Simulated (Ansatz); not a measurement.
Total density of states per atom from plane-wave PAW r²SCAN (Ansatz code), in 0.25 eV bins, energy from the valence-band maximum:

```
E (eV) | states/eV/atom
    -4.95 |  0.00
    -4.70 | ############### 1.06
    -4.45 | ######### 0.67
    -4.20 | ############ 0.87
    -3.95 | ################# 1.21
    -3.70 | ################## 1.27
    -3.45 | ########### 0.79
    -3.20 | ######### 0.61
    -2.95 | ######## 0.58
    -2.70 | ########## 0.74
    -2.45 | ########## 0.73
    -2.20 | ############## 1.00
    -1.95 | ########### 0.81
    -1.70 | ######### 0.64
    -1.45 | ########## 0.72
    -1.20 | ########## 0.68
    -0.95 | ############## 1.00
    -0.70 | ################# 1.20
    -0.45 | ############ 0.85
    -0.20 | ######## 0.55
     0.05 |  0.03
     0.30 |  0.00
     0.55 |  0.00
     0.80 |  0.00
     1.05 |  0.00
     1.30 |  0.00
     1.55 |  0.00
     1.80 |  0.00
     2.05 |  0.00
     2.30 |  0.00
     2.55 |  0.01
     2.80 | # 0.05
     3.05 | ## 0.13
     3.30 | ####### 0.52
     3.55 | #################### 1.39
     3.80 | ################ 1.12
     4.05 | ############################## 2.14
     4.30 | ######### 0.62
     4.55 | ########## 0.73
     4.80 | ############ 0.86
     5.05 | #### 0.32
     5.30 | ## 0.15
     5.55 | ### 0.20
     5.80 | ###### 0.45
     6.05 | ###### 0.43
     6.30 | ####### 0.52
     6.55 | ######### 0.62
     6.80 | ######### 0.61
     7.05 | ########### 0.76
     7.30 | ####### 0.52
```

### Question
Which of these materials gives this?
A. TiO2, anatase
B. ZrTi2Ga4, I4/mmm (Zr on 2a, Ti on 4d, Ga on 8h)
C. Ti2O3, corundum
D. Ti3Ga, P6_3/mmc (Ti on 6h, Ga on 2c)

### Answer
A, TiO2, anatase. Top 1 eV of the valence band: O 2p 94 %. Bottom 1 eV of the conduction band: Ti 3d 93 %, O 2p 5 %. Projections are on Löwdin-orthogonalised atomic valence shells; empty p or d shells of many metals are not among them.

Space group I4_1/amd (anatase). Symmetry was held in the r²SCAN relaxation. No spin polarisation was allowed.

Potentials: the earlier of the program's two PAW sets.
